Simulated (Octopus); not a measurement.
**ZnSe (F-43m, No. 216): Octopus summary**

ZnSe (F-43m, No. 216):
```
ZnSe
1.0
    0.00000     2.83244     2.83244
    2.83244     0.00000     2.83244
    2.83244     2.83244     0.00000
Zn Se
1 1
Cartesian
  0.00000   0.00000   0.00000
  1.41622   1.41622   1.41622
```
The cell is a database entry, not relaxed again.

All numbers are Octopus results at the level LDA (grid spacing about 0.15 Å, Γ-centred 6×6×6 k-mesh, Fermi-Dirac smearing of 0.03 eV, no spin polarisation; PseudoDojo 0.4 LDA potentials), not measurements. Spin-orbit coupling is left out.

Problem. What band gap does LDA give on the standard high-symmetry path?

Solution. 1.05 eV, direct at Γ. A grid finer by a fifth moves the gap between mesh points by 0.02 eV.
